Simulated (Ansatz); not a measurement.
Li2Nb4NiO12 in space group P1 (No. 1; Pearson symbol aP19), DFT-r²SCAN in the program Ansatz with PAW potentials, all energies at zero smearing, with the estimated change up to a 700 eV cutoff added, with one set of potentials and settings (totals compare only within such a set). Cell of 19 atoms (2 Li, 4 Nb, 1 Ni, 12 O): -31352.371 eV.

| element | reference phase | E (eV/atom) |
|---|---|---|
| Li | Fm-3m, 1 atoms in the cell | -205.1371 |
| Nb | Im-3m, 1 atoms in the cell | -4563.6321 |
| Ni | Fm-3m, 1 atoms in the cell, spin-polarised | -5845.2912 |
| O | C2/m, 4 atoms in the cell, spin-polarised | -566.0281 |

Formation energy per atom, worked out: (-31352.371 − 2×(-205.1371) − 4×(-4563.6321) − 1×(-5845.2912) − 12×(-566.0281))/19 = -2.628 eV/atom (-254 kJ per mol of atoms), at 0 K, without zero-point energy or fitted corrections.

The start of the workflow was typed in or built on a structure type; neither database checked (COD, Materials Project) lists it. Whether it is the stable phase at ambient conditions was not checked. Symmetry was held in the r²SCAN relaxation; whether a distortion lowers the energy is not shown. The final state is ferromagnetic, the only order run, not a proven ground state. Other orbital occupations within this spin state were not tried. No Hubbard U is applied. The references are the lowest solids computed at this level, not always the standard phases (solids in place of the gases).

Potentials: the later of the program's two PAW sets.
